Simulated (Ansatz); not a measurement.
A: Si (diamond), a = b = c = 5.470 Å, α = β = γ = 90.00°
B: HfO2 (fluorite), a = b = c = 5.098 Å, α = β = γ = 90.00°
C: ZnSe (zinc blende), a = b = c = 5.733 Å, α = β = γ = 90.00°
D: CdSe (zinc blende), a = b = c = 6.1964 Å, α = β = γ = 90.00°
E: KTaO3 (cubic perovskite), a = b = c = 4.0232 Å, α = β = γ = 90.00°

Scan: energy over volume and axial ratio (atoms clamped). One method and one kind of scan serve all of them; meshes and ranges differ. All were relaxed with their symmetry unable to fall. HfO2 is run without spin polarisation. KTaO3 is run without spin polarisation. Spin-orbit coupling is left out. The PAW data are Ansatz's earlier set. This is a high-temperature form of HfO2.

### Question
Rank these by shear modulus C′ = (C11 − C12)/2 (fitted) (highest first), as PBE (plane waves to 420 eV, PAW, scalar-relativistic; Ansatz, an electronic-structure program) gives it.

### Answer
B (225 GPa), E (170 GPa), A (48 GPa), C (17 GPa), D (9 GPa)

(A scan under strain: stresses follow from slopes of the energy per volume, elastic moduli from its curvatures.)
